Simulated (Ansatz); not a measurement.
Values for one crystal, relaxed and computed with LDA (plane waves, PAW; program Ansatz); other levels are named.

| Property | Value |
|---|---|
| Volume per atom | 14.67 Å³ |
| Electronic character | metallic (no gap) |
| Density of states at the Fermi level | 0.76 states/eV per atom (mean over ±0.08 eV) |
| Highest zone-centre frequency | 218 cm⁻¹ |
| Pressure derivative B′ | 4.3 |
| Zone-centre stability | no imaginary mode at Γ |
| Formation energy from the elements (no fitted shifts) | 0.14 eV/atom |

Which of these materials gives this?
(A) GaNi, CsCl type
(B) Re3W, I4/mmm (Re on 4d, Re on 2b, W on 2a)
(C) Sn2Pt, fluorite or antifluorite type
(D) ScAg, CsCl type

B, Re3W, I4/mmm (Re on 4d, Re on 2b, W on 2a)

The workflow started from a Materials Project entry (that database holds measured and hypothetical structures alike); the Crystallography Open Database copy checked does not list it. Whether it is the stable phase at ambient conditions was not checked. Symmetry was held in the LDA relaxation. No spin polarisation was allowed. As this level gives no gap, phonon frequencies hold no LO–TO term and depend on the k-mesh and smearing (Fermi–Dirac, 0.1 eV here). The references are the lowest solids computed at this level, not always the standard phases. Spin–orbit coupling is left out wherever it is not named.

Potentials: the later of the program's two PAW sets.
